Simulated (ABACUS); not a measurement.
Set-up for a self-consistent single point of ZnS (Cm, 2 atoms in the cell; from Materials Project mp-10695, changed as shown).

```yaml
crystal:
  lattice:
    - [0.00000, 2.69368, 2.69368]
    - [2.69368, 0.00000, 2.69368]
    - [2.72062, 2.72062, 0.00000]
  atoms:
    - { symbol: Zn, position: [0.00000, 0.00000, 0.00000] }
    - { symbol: S, position: [0.25000, 0.25000, 0.25000] }
```

All values come from this method and carry its errors: PBE, PseudoDojo 0.5 standard norm-conserving PBE (tails mended) pseudopotentials (plane waves; ABACUS).

ABACUS settings:

| key | value |
|---|---|
| KPT | MP 7 7 7 0 0 0 |
| basis_type | pw |
| dft_functional | PBE |
| ecutwfc | 84 Ry |
| smearing_method | fixed |
| potentials | PseudoDojo 0.5 standard norm-conserving PBE (tails mended) |
| symmetry | 1 |
| ks_solver | dav |
| scf_nmax | 100 |
| scf_thr | 1.0e-09 Ry |
| mixing_type | broyden |
| mixing_beta | 0.4 |

Results:

- Number of valence electrons: 26
- Number of bands: 23
- Number of k-points after the program's reduction: 100
- Number of plane waves (most at a k-point): 3487
- Number of SCF iterations: 10
- FFT grid: 45 × 45 × 45
- Free energy E − TS: -5989.3880 eV
- Pressure: 1.53 GPa
- Largest force (vector length): 0.067 eV/Å

Forces (eV/Å):
```json
[
 {"atom": "Zn1", "Fx": "-0.027", "Fy": "-0.027", "Fz": "0.055"},
 {"atom": "S2", "Fx": "0.027", "Fy": "0.027", "Fz": "-0.055"}
]
```

Stress (GPa, positive for compression):
```
 1.46  -0.68   0.34
-0.68   1.46   0.34
 0.34   0.34   1.67
```

For comparison: a first run was changed to give this one (lattice vector c scaled by 1.01), and from it to this one the free energy falls by 1.7 meV/atom, the pressure goes from 2.29 to 1.53 GPa and the largest force goes from 0.000 to 0.067 eV/Å.

The structure comes from a collection of computed structures, made at another level of theory; the collection holds predicted forms beside known ones.

Cost on one core: about 5 core-minutes (a rough figure).

“Tails mended”: in these copies of the files the far tail of each local potential was reset to the Coulomb form.
